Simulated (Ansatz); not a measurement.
This run works on a generated trial structure, not on a known crystal.

Input and command of a plane-wave DFT calculation in Ansatz:

```yaml
crystal:
  lattice:
    - [4.20721391, 0.0, 0.0]
    - [0.0, 4.22083794, 0.0]
    - [0.0, 0.0, 8.52230815]
  atoms:
    - { symbol: Sc, position: [0.0, 0.0, 0.74914335] }
    - { symbol: Sc, position: [0.0, 0.0, 0.25085665] }
    - { symbol: Al, position: [0.5, 0.0, 0.5] }
    - { symbol: Al, position: [0.0, 0.5, 0.0] }
    - { symbol: Al, position: [0.0, 0.5, 0.5] }
    - { symbol: As, position: [0.5, 0.5, 0.74808083] }
    - { symbol: As, position: [0.5, 0.5, 0.25191917] }
    - { symbol: As, position: [0.5, 0.0, 0.0] }
basis:
  ecutwfc: 420
kpoints:
  mp_grid: { grid: [4, 4, 2] }
hamiltonian:
  xc: pbe
scf:
  occupations: { method: gaussian, width: 0.2 }
  lower_state_search: "off"
output:
  forces: true
  stress: true
  eigenvalues: true
relax:
  adjacent_minimum: "off"
  f_tol: 0.08
  max_steps: 16
  cell: { stress_tol: 0.8 }
```

```bash
ansatz run input.yaml --threads 1 --pin off --max-ram 2560MiB --backend cpu --events-out ev --progress --plain --runs-dir out
```

Processor: Arm Neoverse V1, 1 thread, on a host shared with other jobs.

Question: How long does it run, and how much memory does it take?

Answer: About 76 s, peak memory 0.5 GiB. It solves 46 bands at 18 k points (after reduction by symmetry) with about 2851 plane waves (on the last cell), in 51 SCF iterations over 7 ionic steps.
